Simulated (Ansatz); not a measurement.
Given:

Relaxed Al (fcc, Cu type):

```
CELL_PARAMETERS angstrom
      0.00000     3.99072     3.99072
      1.99536     1.99536     3.99072
      1.99536     1.99536     0.00000
ATOMIC_POSITIONS crystal
  Al 0.00000 0.00000 0.00000
  Al 0.50000 0.00000 0.00000
```

The atoms are displaced by Q × the pattern below (from a DFPT mode at X = (0.5, 0.5, 0.0), largest move 1; Q in Å), at fixed cell. (q is in reciprocal vectors of the primitive cell; the cell shown is doubled to hold the pattern.)

| atom | x | y | z |
|---|---|---|---|
| Al1 | 0.000 | 0.000 | -1.000 |
| Al2 | 0.000 | 0.000 | 1.000 |

Computed with r2SCAN (plane waves to 500 eV, PAW, scalar-relativistic; Ansatz, an electronic-structure program). k mesh 20×20×20 (Γ-centred), Fermi-Dirac smearing 0.05 eV. E stands for the smeared free energy. With partly filled bands, energies and forces of such displacements shift with the k mesh and the smearing. Al was relaxed with its symmetry unable to fall. The PAW data are Ansatz's earlier set. ΔE is measured from the undisplaced structure.

The scan covers Q from -0.180 to 0.180 Å in 13 points.

Question: Which space group does the distorted structure have?

Answer: P4/nmm (No. 129), lowered from Fm-3m.

Question: Is this a single well or a double well?

Answer: A single well with its minimum at or next to zero displacement.

Question: What is the energy change at Q = 0.180 Å?

Answer: 389 meV/cell.

Question: What harmonic wavenumber does the curvature at Q = 0 give?

Answer: 347 cm⁻¹.

(For displaced atoms, the force is minus the slope of the energy, and its curvature is a force constant, which sets phonon frequencies.)
